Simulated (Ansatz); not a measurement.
ZnRh:
```
CELL_PARAMETERS angstrom
      2.97320     0.00000     0.00000
      0.00000     2.97320     0.00000
      0.00000     0.00000     2.97320
ATOMIC_POSITIONS crystal
  Zn 0.50000 0.50000 0.50000
  Rh 0.00000 0.00000 0.00000
```

Relaxed with PBEsol. Special points in fractions of this cell's reciprocal vectors: Γ (0.000, 0.000, 0.000); X (0.000, 0.500, 0.000); M (0.500, 0.500, 0.000); R (0.500, 0.500, 0.500).

List the band energies nearest the Fermi level at these points for PBEsol with spin–orbit coupling (plane waves, PAW; program Ansatz).

In eV from the Fermi level; about four levels below and three above (degenerate sets whole), none deeper than 8.9 eV; points with the same levels are listed once.

```
k                                below                  above
-  -----------------------------------  ---------------------
Γ              -0.14 -0.14 -0.14 -0.14    0.12 0.12 7.33 7.33
X              -1.69 -1.69 -0.20 -0.20  1.74 1.74 12.64 12.64
M              -0.33 -0.33 -0.18 -0.18    0.69 0.69 6.13 6.13
R  -4.20 -4.20 -4.20 -4.20 -4.11 -4.11    0.76 0.76 0.76 0.76
```

Space group Pm-3m (CsCl type). The workflow started from a Materials Project entry (that database holds measured and hypothetical structures alike); the Crystallography Open Database copy checked does not list it. With Zn and Rh taken as one species the cell has the higher symmetry Im-3m, so it may be an ordered model of a mixed-site phase. Its standing as an ambient phase is unchecked. Symmetry was held in the PBEsol relaxation; of distortions, only those at the zone centre were tested. The run is not spin-polarised.

Potentials: the later of the program's two PAW sets.
